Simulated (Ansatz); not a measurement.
Hf:
```
Hf
1.0
    3.20467     0.00000     0.00000
   -1.60233     2.77532     0.00000
    0.00000     0.00000     5.06731
Hf
2
Direct
  0.33333   0.66667   0.25000
  0.66667   0.33333   0.75000
```

Relaxed with PBE. Special points in fractions of this cell's reciprocal vectors: Γ (0.000, 0.000, 0.000); M (0.500, 0.000, 0.000); K (0.333, 0.333, 0.000); A (0.000, 0.000, 0.500); L (0.500, 0.000, 0.500); H (0.333, 0.333, 0.500).

### Question
List the band energies nearest the Fermi level at these points for PBE (plane waves, PAW; program Ansatz).

### Answer
In eV from the Fermi level; about four levels below and three above (degenerate sets whole), none deeper than 8.9 eV; points with the same levels are listed once.

```csv
k,below,above
Γ,-7.37 -3.70,0.60 1.16 1.16
M,-3.35 -2.74 -2.22 -0.83,0.77 0.85 1.65
K,-2.12 -1.81 -1.81 -1.45,0.36 0.36 2.02
A,-5.40 -5.40,0.14 0.14 1.05 1.05 1.05 1.05
L,-3.40 -3.40 -0.99 -0.99,1.14 1.14 2.62 2.62
H,-1.46 -1.46 -0.22 -0.22,2.50 2.50 5.01 5.01
```

Space group P6_3/mmc (hcp (Mg type)). The PBE relaxation kept the symmetry of its start. No spin polarisation was allowed. Spin–orbit coupling is left out wherever it is not named.

Potentials: the earlier of the program's two PAW sets.
